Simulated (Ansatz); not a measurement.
Cs:
```
Cs
1.0
   -4.84844     4.84844     2.65715
    4.84844    -4.84844     2.65715
    4.84844     4.84844    -2.65715
Cs
2
Direct
  0.75000   0.25000   0.50000
  0.00000   0.00000   0.00000
```

Relaxed with r²SCAN. Special points in fractions of this cell's reciprocal vectors: Γ (0.000, 0.000, 0.000); X (0.000, 0.000, 0.500); M (-0.500, 0.500, 0.500); Z (0.325, 0.325, -0.325); Z0 (-0.325, 0.675, 0.325); P (0.250, 0.250, 0.250); N (0.000, 0.500, 0.000).

List the band energies nearest the Fermi level at these points for the program Ansatz at the r²SCAN with spin–orbit coupling level (PAW).

In eV from the Fermi level; about four levels below and three above (degenerate sets whole), none deeper than 8.9 eV; points with the same levels are listed once.

```
k                    below                above
-  -----------------------  -------------------
Γ              -1.70 -1.70  0.42 0.42 1.37 1.37
X  -0.67 -0.67 -0.67 -0.67  1.60 1.60 1.60 1.60
M  -0.01 -0.01 -0.01 -0.01  0.37 0.37 0.37 0.37
Z                        –  0.48 0.48 0.50 0.50
P                        –  0.46 0.46 0.47 0.47
N                        –  0.10 0.10 0.41 0.41
```

Space group I4_1/amd (β-Sn type). A made-up cell: these elements were put on the sites of a structure type; the Crystallography Open Database copy checked does not list it. It is not the phase usual at ambient conditions (space group No. 229). Symmetry was held in the r²SCAN relaxation; of distortions, only those at the zone centre were tested.

Potentials: the later of the program's two PAW sets.
